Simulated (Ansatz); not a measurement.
YAl2Ge2:
```
YAl2Ge2
1.0
    4.23969     0.00000     0.00000
   -2.11985     3.67168     0.00000
    0.00000     0.00000     6.64802
Y Ge Al
1 2 2
Direct
  0.00000   0.00000   0.00000
  0.33333   0.66667   0.26031
  0.66667   0.33333   0.73969
  0.33333   0.66667   0.64336
  0.66667   0.33333   0.35664
```

Relaxed with r²SCAN.

Problem. Map the electron localisation function on the plane through (0.000, 0.000, 0.000) spanned by u = [0, 0, 1] and v = [1, -1, 0] in lattice vectors, from the program Ansatz at the r²SCAN level (PAW).

Solution. x is the fraction of u, y of v (the angle between them is 90°; rows are the nearest grid lines); atoms in the plane: Y at (0.00, 0.00), Ge at (0.26, 0.33), Ge at (0.74, 0.67), Al at (0.64, 0.33), Al at (0.36, 0.67).
```
y \ x   0.000  0.0909  0.182  0.273  0.364  0.455  0.545  0.636  0.727  0.818  0.909   1.00
------  -----  ------  -----  -----  -----  -----  -----  -----  -----  -----  -----  -----
1.00    0.315   0.856  0.149  0.097  0.079  0.028  0.028  0.079  0.097  0.149  0.856  0.315
0.919   0.859   0.765  0.076  0.197  0.145  0.053  0.058  0.170  0.247  0.088  0.766  0.859
0.838   0.152   0.062  0.231  0.464  0.334  0.189  0.276  0.454  0.548  0.512  0.118  0.152
0.757   0.216   0.151  0.448  0.431  0.087  0.421  0.673  0.408  0.268  0.427  0.640  0.216
0.703   0.393   0.193  0.426  0.085  0.148  0.417  0.793  0.331  0.009  0.207  0.626  0.393
0.622   0.381   0.201  0.459  0.156  0.014  0.434  0.782  0.350  0.022  0.242  0.635  0.381
0.541   0.211   0.326  0.669  0.821  0.714  0.491  0.565  0.620  0.497  0.564  0.607  0.211
0.459   0.211   0.607  0.564  0.497  0.620  0.565  0.491  0.714  0.821  0.669  0.326  0.211
0.378   0.381   0.635  0.242  0.022  0.350  0.782  0.434  0.014  0.156  0.459  0.201  0.381
0.297   0.393   0.626  0.207  0.009  0.331  0.793  0.417  0.148  0.085  0.426  0.193  0.393
0.243   0.216   0.640  0.427  0.268  0.408  0.673  0.421  0.087  0.431  0.448  0.151  0.216
0.162   0.152   0.118  0.512  0.548  0.454  0.276  0.189  0.334  0.464  0.231  0.062  0.152
0.0811  0.859   0.766  0.088  0.247  0.170  0.058  0.053  0.145  0.197  0.076  0.765  0.859
0.000   0.315   0.856  0.149  0.097  0.079  0.028  0.028  0.079  0.097  0.149  0.856  0.315
```

The density is the valence pseudo-density with augmentation charge, so density and ELF within about 1 Å of a nucleus are not all-electron values.

Space group P-3m1. The workflow started from an entry of the Crystallography Open Database (COD). Its standing as an ambient phase is unchecked. The r²SCAN relaxation kept the symmetry of its start; whether a distortion lowers the energy is not shown. No spin polarisation was allowed.

Potentials: the later of the program's two PAW sets.
